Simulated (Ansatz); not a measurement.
Polymorphs of CdTe, each relaxed with LDA (plane waves, PAW; program Ansatz):

A: zinc blende (F-43m)
a = 6.4087 Å, b = 6.4087 Å, c = 6.4087 Å, α = 90.00°, β = 90.00°, γ = 90.00°

```csv
atom,site,symmetry,x,y,z
Te,4c,-43m,0.2500,0.2500,0.2500
Cd,4a,-43m,0.0000,0.0000,0.0000
```

B: rock salt (Fm-3m)
a = 5.929 Å, b = 5.929 Å, c = 5.929 Å, α = 90.00°, β = 90.00°, γ = 90.00°

```json
[
 {"atom": "Cd", "site": "4a", "symmetry": "m-3m", "x": "0.0000", "y": "0.0000", "z": "0.0000"},
 {"atom": "Te", "site": "4b", "symmetry": "m-3m", "x": "0.5000", "y": "0.5000", "z": "0.5000"}
]
```

C: wurtzite (P6_3mc)
a = b = 4.5245 Å, c = 7.4262 Å, α = β = 90.00°, γ = 120.00°

```tsv
atom	site	symmetry	x	y	z
Cd	2b	3m.	0.3333	0.6667	0.0004
Te	2b	3m.	0.3333	0.6667	0.3746
```

Problem. Rank these by energy per atom at 0 K (lowest first), as LDA gives it.

Solution. A (+0 meV/atom), C (+4 meV/atom), B (+109 meV/atom)

Problem. Give each one's gap.

Solution. A 0.61 eV; B no gap; C 0.65 eV.

Not the usual ambient phase: B; C. All cells were relaxed under the symmetry of their starts (and spin orders); stability against distortions was not tested throughout. Scalar-relativistic: spin–orbit coupling is off unless named, which matters more the heavier the elements.

Energies hold the estimated change up to a 700 eV cutoff; steps of a few meV lie near the error of the meshes.

Potentials: the later of the program's two PAW sets.
